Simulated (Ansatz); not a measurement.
K3BiO3: K-39 NMR of the central transition

Cell: a Materials Project structure (computed, not necessarily an observed phase).

```cif
data_K3BiO3
_symmetry_space_group_name_H-M 'I-43m'
_symmetry_Int_Tables_number 217
_cell_length_a 10.7000
_cell_length_b 10.7000
_cell_length_c 10.7000
_cell_angle_alpha 90.000
_cell_angle_beta 90.000
_cell_angle_gamma 90.000
loop_
_atom_site_label
_atom_site_type_symbol
_atom_site_symmetry_multiplicity
_atom_site_Wyckoff_symbol
_atom_site_fract_x
_atom_site_fract_y
_atom_site_fract_z
K K 24 g 0.1218 0.6048 0.1218
Bi Bi 8 c 0.1473 0.1473 0.1473
O O 24 g 0.1313 0.1313 0.3414
```

One atom of each set is listed; the run and its k-mesh use a cell of 28 atoms with edges of 9.27, 9.27, 9.27 Å.

Computed with Ansatz: DFT, PBE, plane waves and PAW, scalar-relativistic, 420 eV cutoff, Γ-centred 3×3×3 k-points, Fermi–Dirac smearing 0.02 eV.

K-39 has I = 3/2 and Q = 60.30 mb (Pyykkö 2018); at 23.5 T its Larmor frequency is ν₀ = 46.7 MHz. Only the quadrupole interaction is simulated: positions count from each site's isotropic chemical shift, and shift anisotropy, dipolar and J coupling are left out.

**Question.** Simulate the second-order pattern (static powder, Gaussian broadening 6 kHz) of site K (5 O at 2.69–2.82 Å).

**Answer.** The calculation gives C_Q = 5.20 MHz and η = 0.67, so ν_Q = 2.60 MHz and the centre of gravity lies at -356 ppm (-16.6 kHz).

| offset (kHz) | height |
| --- | --- |
| -88.0 | 0 |
| -83.6 | 5 |
| -79.3 | 25 |
| -74.9 | 37 |
| -70.5 | 39 |
| -66.1 | 41 |
| -61.7 | 42 |
| -57.3 | 44 |
| -52.9 | 46 |
| -48.5 | 48 |
| -44.1 | 51 |
| -39.7 | 54 |
| -35.3 | 58 |
| -30.9 | 63 |
| -26.6 | 70 |
| -22.2 | 81 |
| -17.8 | 99 |
| -13.4 | 99 |
| -9.0 | 86 |
| -4.6 | 82 |
| -0.2 | 82 |
| 4.2 | 80 |
| 8.6 | 85 |
| 13.0 | 100 |
| 17.4 | 71 |
| 21.7 | 46 |
| 26.1 | 40 |
| 30.5 | 37 |
| 34.9 | 34 |
| 39.3 | 22 |
| 43.7 | 4 |
| 48.1 | 0 |
